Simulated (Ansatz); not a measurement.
Values for one crystal, relaxed and computed with DFT-LDA in the program Ansatz with PAW potentials; other levels are named.

```yaml
volume_per_atom: 10.89 Å³
electronic_character: metallic (no gap)
mechanical_stability: stable (all eigenvalues of C positive)
Bulk modulus (Birch–Murnaghan fit): 189 GPa
Young's modulus: 173 GPa
Density of states at the Fermi level: 0.29 states/eV per atom (mean over ±0.08 eV)
Poisson's ratio: 0.35
```

Task: Which of these materials gives this?
(A) Ca, fcc (Cu type)
(B) Cu, fcc (Cu type)
(C) V, bcc (W type)
(D) Y, hcp (Mg type)

Result: B, Cu, fcc (Cu type)

Space group Fm-3m (fcc (Cu type)). The cell was relaxed with LDA under the symmetry of its start. The run is not spin-polarised.

Potentials: the later of the program's two PAW sets.
